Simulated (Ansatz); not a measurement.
BaGa$_{2}$H$_{2}$: comparing deformations

Method: DFT r2SCAN, scalar-relativistic, plane waves, PAW (Ansatz 0.2.0). Cutoff 500 eV, Γ-centred 12×12×10 k-points, Gaussian smearing of 0.15 eV. No spin polarisation. Energies are free energies at this smearing, counted from the undisturbed cell; pressure is positive in compression.

Reference structure (as given, not relaxed at this level; it stands at -0.1 GPa, and it needn't be the usual structure):

```
CELL_PARAMETERS angstrom
4.52860 0.00000 0.00000
-2.26430 3.92188 0.00000
0.00000 0.00000 4.89910
ATOMIC_POSITIONS crystal
Ba 0.00000 0.00000 0.00000
Ga 0.33333 0.66667 0.46800
Ga 0.66667 0.33333 0.53200
H 0.33333 0.66667 0.12320
H 0.66667 0.33333 0.87680
```

The cell is strained by ε times a Voigt pattern (xx, yy, zz, yz, xz, xy; engineering shear) with fractional coordinates fixed. τ = (1/V0) dE/dε comes from the stress tensor. Of each scan, only the three points used here are listed.

```csv
pattern,ε,τ (GPa)
"(1, 1, 0, 0, 0, 0)",-0.0150,-4.46
"(1, 1, 0, 0, 0, 0)",0.0000,0.15
"(1, 1, 0, 0, 0, 0)",0.0150,4.16
"(0, 0, 1, 0, 0, 0)",-0.0300,-4.11
"(0, 0, 1, 0, 0, 0)",0.0000,0.13
"(0, 0, 1, 0, 0, 0)",0.0150,1.91
```

Q: Which constants do the scans give, and which deformation costs least for the same size of strain tensor?

A: The slope dτ/dε at zero (parabola through three points) is pᵀCp: (1, 1, 0, 0, 0, 0) gives C11 + C22 + 2 C12 = 288 GPa; (0, 0, 1, 0, 0, 0) gives C33 = 126 GPa. The size of the strain tensor, ε:ε, is ε² times 2.0, 1.0. Per unit of it the stiffnesses are 144, 126 GPa, so (0, 0, 1, 0, 0, 0) is the softest of these: at ε:ε = (1 %)² the quadratic term costs 0.69 meV/atom against 0.78 for the stiffest. These are clamped-ion values.

Forces appear on the atoms along this scan, and letting them relax would lower the energy and soften the response. In a metal these slopes depend on the k mesh and the smearing.